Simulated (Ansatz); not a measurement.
Sr2Pb in space group Pnma (No. 62; Sr on 4c, Sr on 4c, Pb on 4c), the program Ansatz at the PBEsol level (PAW), all energies at zero smearing, with the estimated change up to a 700 eV cutoff added, with one set of potentials and settings (totals compare only within such a set). Cell of 12 atoms (8 Sr, 4 Pb): -74964.445 eV.

| element | reference phase | E (eV/atom) |
|---|---|---|
| Sr | Fm-3m, 1 atoms in the cell | -3492.2134 |
| Pb | Fm-3m, 1 atoms in the cell | -11754.9486 |

Formation energy per atom, worked out: (-74964.445 − 8×(-3492.2134) − 4×(-11754.9486))/12 = -0.579 eV/atom (-56 kJ per mol of atoms), at 0 K, without zero-point energy or fitted corrections.

The workflow started from an entry of the Crystallography Open Database (COD). Its standing as an ambient phase is unchecked. The PBEsol relaxation kept the symmetry of its start; its stability against distortions is not shown here. The references are the lowest solids computed at this level, not always the standard phases. Spin–orbit coupling is left out wherever it is not named.

Potentials: the later of the program's two PAW sets.
